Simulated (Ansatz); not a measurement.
Mg₂ZnP₂:
```
Mg2ZnP2
1.0
    4.01429     0.00000     0.00000
   -2.00714     3.47647     0.00000
    0.00000     0.00000     6.55360
Mg Zn P
2 1 2
Direct
  0.66667   0.33333   0.63396
  0.33333   0.66667   0.99352
  0.00000   0.00000   0.36135
  0.00000   0.00000   0.76737
  0.66667   0.33333   0.24381
```

Relaxed with r²SCAN.

Map the valence electron density (e/Å³), cut off at 0.7 on the plane through (0.667, 0.333, 0.634) spanned by u = [0, 0, 1] and v = [1, -1, 0] in lattice vectors, from r²SCAN in the plane-wave PAW code Ansatz.

x is the fraction of u, y of v (the angle between them is 90°; rows are the nearest grid lines); atoms in the plane: Mg at (0.00, 0.00), Mg at (0.36, 0.67), Zn at (0.73, 0.33), P at (0.13, 0.33), P at (0.61, 0.00).
```
|@@@@-.      .:-*@@*.  =@@#+-:-@@@@|
|@@@*..      ..-+#@@*+*%@%*=-::*@@@|
|@@*:..       .:=*%@@%@@%*+-:..:*@@|
|.......      ..:-=++*++=-:...    .|
|   ....      ...::-----::..       |
|       ...:=+=:........           |
|       ..-@@@@@:.                 |
|       .-@@@@@@@:                 |
|       .-@@@@@@@:                 |
|      ...+@@@@@-.                 |
|   ......:=@@%-.                  |
|.::-----::...      .........    ..|
|:-=++++=-::.      ...::--::......:|
|+#%@@@@@#=-..     .:-*@@@@@*-:::-+|
|*%@%##@@%+-:.     .:+@@@@@@@+---=*|
|%@#:  -#@#=:.     .-@@@@@@@@@+==*%|
|%@#- .-%@*=:.     .-@@@@@@@@@=-=*%|
|*%@@@@@@#+-:.    ..:+@@@@@@@+---=*|
|+#@@@@@%*=:..    ..:=*@@@@%+-:::-+|
|-==+++=-::..  ..::-=++++==-:....:-|
|:------:...  ..:-=+*###*+=-:....::|
|@@#-....     .:=*%@@@@@@#+-::.:*@@|
|@@@#:.      ..-+#@@#+*%@%*=-::#@@@|
|@@@@-.      .:-*@@*.  =@@#+-:-@@@@|
```
Scale: ten equal steps from 0.018 (start of ' ') to 0.700 (end of '@'), in the order ' .:-=+*#%@'; x runs from 0.000 to 1.00, y from 0.000 (bottom) to 1.00 (top).

The density is the valence pseudo-density with augmentation charge, so density and ELF within about 1 Å of a nucleus are not all-electron values.

Space group P3m1. The first step of the workflow began from a Materials Project structure, measured or hypothetical; the Crystallography Open Database copy checked does not list it. With Mg and Zn taken as one species the cell has the higher symmetry P-3m1, so it may be an ordered model of a mixed-site phase. Whether it is the stable phase at ambient conditions was not checked. The r²SCAN relaxation kept the symmetry of its start; its stability against distortions is not shown here.

Potentials: the later of the program's two PAW sets.
